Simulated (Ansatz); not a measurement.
The relaxed structure here is a generated cell of SiNi: the first start was made by placing the elements on the sites of a structure type, and the end was not matched to a known phase here, so it may be hypothetical. Known forms of SiNi include space group No. 62.

The end point of a relaxation of SiNi. Space group R3m (No. 160). Level of theory: PBEsol (plane waves to 420 eV, PAW, scalar-relativistic; Ansatz, a first-principles code).

```cif
data_Ni3Si3
_chemical_formula_sum 'Si3 Ni3'
_space_group_name_H-M_alt 'P 1'
_space_group_IT_number 1
_cell_length_a 5.97967
_cell_length_b 5.97967
_cell_length_c 5.97967
_cell_angle_alpha 118.096
_cell_angle_beta 118.096
_cell_angle_gamma 118.096
loop_
_space_group_symop_operation_xyz
  'x, y, z'
loop_
_atom_site_label
_atom_site_type_symbol
_atom_site_fract_x
_atom_site_fract_y
_atom_site_fract_z
_atom_site_occupancy
Si1 Si 0.01694 0.01694 0.64064 1
Si2 Si 0.01694 0.64064 0.01694 1
Si3 Si 0.64064 0.01694 0.01694 1
Ni1 Ni 0.31817 0.31817 0.57593 1
Ni2 Ni 0.31817 0.57593 0.31817 1
Ni3 Ni 0.57593 0.31817 0.31817 1
```

Q: Predict the magnetic moment from PBEsol.

A: Zero (the starting moments vanished).

No spin polarisation in the result: the starting moments vanished. A magnetic state may lie lower.

The run could not lose the symmetry of its start: the end is stationary, and may be a saddle point rather than a minimum.
